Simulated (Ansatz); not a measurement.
The elements of this relaxed trial crystal are hidden behind letters.

```
lattice vectors (Å)
   0.0000    3.4564    3.4564
   3.4564    0.0000    3.4564
   3.4564    3.4564    0.0000
fractional positions
X 0.0000 0.0000 0.0000
Z 0.2500 0.2500 0.2500
Z 0.7500 0.7500 0.7500
```

Computed with DFT PBE, scalar-relativistic, plane waves, PAW (Ansatz 0.2.0). Settings of the last relaxation (3-atom cell): 420 eV, 12×12×12 k points, Gaussian smearing of 0.10 eV, no spin polarisation.

- Space group: Fm-3m (No. 225)
- Conventional cell: a = 6.913 Å
- Volume per atom: 27.53 Å³
- Density: 5.62 g/cm³
- Formation energy: +0.12 eV/atom
- Gap on the 12×12×12 mesh of the 3-atom cell: 0 eV (a metal)

Energies are uncorrected and count from the elements' standard states at the same level.

Task: X is a p-block element of period 5 and Z is a p-block element of period 4. Which elements are they?

Result: X = Sb, Z = Se, so the formula is SbSe2, here in the fluorite type. Density times volume gives a mean mass of 5.62 × 27.53/1.6605 = 93.2 u per atom, and this set has 93.2 u. Among the elements that the hints allow, noble gases aside, only these give it. Sb is surrounded by 8 Se at 2.99 Å; Se is surrounded by 4 Sb at 2.99 Å and 6 Se at 3.46 Å.

Spin–orbit coupling, which can matter for Sb, is left out. An odd number of electrons in the primitive cell allows no gap without spin; a larger cell or a magnetic state could open one. The cell is a metal run without spin; a magnetic state may lie lower. Symmetry constrained the relaxation, so the result can be a saddle point.
